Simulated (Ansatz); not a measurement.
Relaxed Si (diamond):

```
CELL_PARAMETERS angstrom
      0.00000     2.73494     2.73494
      2.73494     0.00000     2.73494
      2.73494     2.73494     0.00000
ATOMIC_POSITIONS crystal
  Si 0.50000 0.50000 0.50000
  Si 0.75000 0.75000 0.75000
```

Calculation: PBE (plane waves to 420 eV, PAW, scalar-relativistic; Ansatz, an electronic-structure program). k mesh 8×8×8 (Γ-centred), Fermi-Dirac smearing 0.05 eV. As the smearing reaches across the gap at some points, energies and forces of such displacements shift with the k mesh and the smearing. Si was relaxed with its symmetry unable to fall. The PAW data are Ansatz's earlier set.

One atom of the cell was then moved (with its periodic images), all else fixed, and the forces (eV/Å) came out as:

```
atom      Fx      Fy      Fz
----  ------  ------  ------
Si1   -0.879  -0.879  -0.161
Si2    0.879   0.879   0.161
```

With two atoms only their relative shift counts; take Si1 as fixed.

### Question
Which atom was moved, and by which vector (Å)?

### Answer
Si2, by (-0.07, -0.07, 0.00), 0.10 Å in all.

(A displaced cell: forces are minus the slopes of the energy, force constants its curvatures, and phonons follow from these.)
